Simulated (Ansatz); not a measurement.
Polymorphs of S, each relaxed with DFT-r²SCAN+D4 in the program Ansatz with PAW potentials:

A: α-S8 (Fddd), a = 10.4429 Å, b = 12.7936 Å, c = 24.5422 Å, α = β = γ = 90.00°

B: S12-ring (Pnnm), a = 4.669 Å, b = 9.144 Å, c = 14.656 Å, α = 90.00°, β = 90.00°, γ = 90.00°

Problem. Rank these by energy per atom at 0 K (lowest first), as r²SCAN+D4 gives it.

Solution. A (+0 meV/atom), B (+13 meV/atom)

Problem. Give each one's gap.

Solution. A 2.29 eV; B 2.33 eV.

Not the usual ambient phase: B. All cells were relaxed under the symmetry of their starts (and spin orders); stability against distortions was not tested throughout.

Energies hold the estimated change up to a 700 eV cutoff; steps of a few meV lie near the error of the meshes.

Potentials: the later of the program's two PAW sets.
